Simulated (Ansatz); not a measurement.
Ge:
```cif
data_Ge12
_chemical_formula_sum 'Ge12'
_space_group_name_H-M_alt 'P43212'
_space_group_IT_number 96
_space_group_name_Hall 'P 4nw 2abw'
_cell_length_a 5.94947
_cell_length_b 5.94947
_cell_length_c 7.08022
_cell_angle_alpha 90.000
_cell_angle_beta 90.000
_cell_angle_gamma 90.000
loop_
_atom_site_label
_atom_site_type_symbol
_atom_site_symmetry_multiplicity
_atom_site_Wyckoff_symbol
_atom_site_fract_x
_atom_site_fract_y
_atom_site_fract_z
_atom_site_occupancy
Ge1 Ge 4 a 0.08416 0.08416 0.00000 1
Ge2 Ge 8 b 0.16936 0.37273 0.24440 1
```

Relaxed with r²SCAN. DFT-r²SCAN in the program Ansatz with PAW potentials gives a gap of 0.72 eV.

**Question.** What gap does HSE06 give on the same cell (Ansatz, PAW)?

**Answer.** 0.96 eV, 0.24 eV more. The hybrid was solved on a coarser mesh and at special points; the gap given is the minimum over both.

```csv
k,v1 r²SCAN,c1 r²SCAN,v1 HSE06,c1 HSE06
Γ,-0.25,1.74,-0.28,1.94
Z,-0.78,1.15,___,___
M,-0.19,1.43,___,___
A,-1.09,1.59,-1.16,1.81
R,-0.61,1.14,___,___
X,-0.16,1.54,___,___
```

**Question.** Top valence (v1) and lowest conduction level (c1) in eV from each method's valence maximum (which need not be a listed point): supply the withheld HSE06 values.

**Answer.** 
- X, v1 HSE06: -0.17
- X, c1 HSE06: 1.79
- M, v1 HSE06: -0.16
- M, c1 HSE06: 1.70
- Z, v1 HSE06: -0.85
- Z, c1 HSE06: 1.34
- R, v1 HSE06: -0.65
- R, c1 HSE06: 1.37

Cost on shared cores: the r²SCAN run (SCF on a 5×5×4 mesh, then bands and DOS) very roughly 15 core-minutes, the HSE06 run (SCF on 3×3×3, then a few points) about 10 core-minutes (a rough figure); the tasks are unlike.

Space group P4_32_12. The workflow started from a Materials Project entry (that database holds measured and hypothetical structures alike); the Crystallography Open Database files this formula in space group No. 96, but the cells were not matched. It is not the phase usual at ambient conditions (space group No. 227). The cell was relaxed with r²SCAN under the symmetry of its start; its stability against distortions is not shown here. Spin–orbit coupling is left out wherever it is not named.

Potentials: the earlier of the program's two PAW sets.
